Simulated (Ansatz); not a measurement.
# MgSi₄N, before and after

The guess for MgSi₄N was made by a generator: random cell by space group and Wyckoff sites (F-43m, No. 216). Its size is a rough estimate.

start.cif

```cif
data_structure
_symmetry_space_group_name_H-M 'F-43m'
_symmetry_Int_Tables_number 216
_cell_length_a 7.0222
_cell_length_b 7.0222
_cell_length_c 7.0222
_cell_angle_alpha 90.000
_cell_angle_beta 90.000
_cell_angle_gamma 90.000
_cell_volume 346.28
loop_
_atom_site_label
_atom_site_type_symbol
_atom_site_symmetry_multiplicity
_atom_site_Wyckoff_symbol
_atom_site_fract_x
_atom_site_fract_y
_atom_site_fract_z
_atom_site_occupancy
Mg1 Mg 4 c 0.25000 0.25000 0.25000 1
Si1 Si 16 e 0.39517 0.10483 0.89517 1
N1 N 4 a 0.00000 0.00000 0.00000 1
```

Level of theory: DFT PBE, scalar-relativistic, plane waves, PAW in Ansatz. Cutoff 420 eV, Gaussian smearing, Γ-centred meshes. Cell and atoms relax first on a coarse mesh and then on a finer one. In between, the cell is made exact in the group found at 0.06 Å. In metals the finer mesh still leaves noise of several meV/atom or more. The steps can't lower the symmetry of their start. Collinear spin is switched on along the way, since trial moments persisted in a coarse test.

end.cif

```cif
data_structure
_symmetry_space_group_name_H-M 'F-43m'
_symmetry_Int_Tables_number 216
_cell_length_a 7.0514
_cell_length_b 7.0514
_cell_length_c 7.0514
_cell_angle_alpha 90.000
_cell_angle_beta 90.000
_cell_angle_gamma 90.000
_cell_volume 350.62
loop_
_atom_site_label
_atom_site_type_symbol
_atom_site_symmetry_multiplicity
_atom_site_Wyckoff_symbol
_atom_site_fract_x
_atom_site_fract_y
_atom_site_fract_z
_atom_site_occupancy
Mg1 Mg 4 c 0.25000 0.25000 0.25000 1
Si1 Si 16 e 0.87438 0.37438 0.12562 1
N1 N 4 a 0.00000 0.00000 0.00000 1
```

The symmetry stays F-43m (No. 216). The volume per atom grows by 1.3 %, from 14.4 to 14.6 Å³. The shortest distance goes from 2.08 Å (Si–Si) to 2.48 Å (Si–Si). The energy falls by about 0.75 eV/atom (the start's value is from the coarse mesh). The end is written in a standard setting, so origin, axes and order of atoms can differ from the start's.

| Quantity | Value |
| --- | --- |
| Volume per atom | 14.61 Å³ |
| Density | 2.85 g/cm³ |
| Energy over the elements | +0.92 eV/atom |
| Gap on the 10×10×10 mesh of the 6-atom cell | 0 eV (a metal) |
| Net moment per atom | 0.05 μB |
| Moment by site | N 0.3 μB |

Energies over the elements count from the elements' standard structures at the same level (N₂ as a molecule), with no fitted energy shifts. It can't be a ground state, since the elements alone are lower.

The last run used collinear spin and Gaussian smearing of 0.10 eV. Another magnetic order may lie lower. A structure relaxed within its symmetry needn't be a true minimum. In all, the 3 runs took 2.8 min on 1 thread of Arm Neoverse V2 (shared host). Another cell of MgSi4N relaxed alike but without spin, in P6/mmm, lies 188 meV/atom lower, so this cell isn't the stable form at this level. Site moments count only spheres around the atoms; the net moment includes the space between them.
